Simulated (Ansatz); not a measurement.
Consider the following.

Mn3PdN:
```xyz
5
Lattice="3.9940 0.0000 0.0000 0.0000 3.9940 0.0000 0.0000 0.0000 3.9940" Properties=species:S:1:pos:R:3 pbc="T T T"
Pd     0.0000     0.0000     0.0000
Mn     0.0000     1.9970     1.9970
Mn     1.9970     0.0000     1.9970
Mn     1.9970     1.9970     0.0000
N      1.9970     1.9970     1.9970
```
The run is spin-polarised; directions of the spins, atom by atom: ↑ ↑ ↑ ↑ 0.

This is the r²SCAN-relaxed structure.

**Question.** All from DFT-r²SCAN in the program Ansatz with PAW potentials, unless another level is named. Give the electronic character.

**Answer.** metallic (no gap).

**Question.** Predict the density of states at the Fermi level.

**Answer.** 0.91 states/eV per atom (mean over ±0.08 eV).

**Question.** Predict the formation energy from the elements (no fitted shifts).

**Answer.** -0.48 eV/atom.

Space group Pm-3m (anti-perovskite). The workflow started from an entry of the Crystallography Open Database (COD). Whether it is the stable phase at ambient conditions was not checked. Symmetry was held in the r²SCAN relaxation; whether a distortion lowers the energy is not shown. Spin order of the final state: ferromagnetic, the only order run, not a proven ground state. The program gave a warning on the electronic state, which may not be the lowest. No Hubbard U is applied. The references are the lowest solids computed at this level, not always the standard phases (solids in place of the gases). The manganese reference at this level is a Cmcm phase, not α-Mn. Spin–orbit coupling is left out wherever it is not named.

Potentials: the later of the program's two PAW sets.
